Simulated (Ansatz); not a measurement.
**Dy$_{2}$Ti: zone-centre modes**

These are results of DFT PBE, scalar-relativistic, plane waves, PAW, and for the lanthanide a 4f-in-core norm-conserving potential, in Ansatz 0.2.0, not measurements. Plane waves to 630 eV; Γ-centred k mesh 12×12×12; Gaussian smearing of 0.10 eV. Collinear spin, site moments 0.0, 0.0, 0.3 μB. Phonons by linear response, acoustic sum rule imposed.

Relaxed structure:
```
CELL_PARAMETERS angstrom
5.25007 0.00000 0.00000
-2.62503 4.54669 0.00000
0.00000 0.00000 3.19320
ATOMIC_POSITIONS crystal
Dy 0.33333 0.66667 0.50000
Dy 0.66667 0.33333 0.50000
Ti 0.00000 0.00000 0.00000
```

The cell was found from a structure generator's guess, not taken from experiment. In a metal, frequencies depend on the k mesh and the smearing, soft modes most.

Q: Is this structure stable against zone-centre distortions?

A: Yes, at Γ: no optical mode is imaginary. Strains and other wave vectors aren't tested by this run.

Q: List the optical modes at Γ (i marks imaginary ones).

A:
```json
{"frequency (meV)": "5.6", "degeneracy": "1"}
{"frequency (meV)": "13.7", "degeneracy": "2"}
{"frequency (meV)": "13.8", "degeneracy": "2"}
{"frequency (meV)": "20.6", "degeneracy": "1"}
```

The lanthanide is trivalent by construction, without f bands, f moments or other valences.
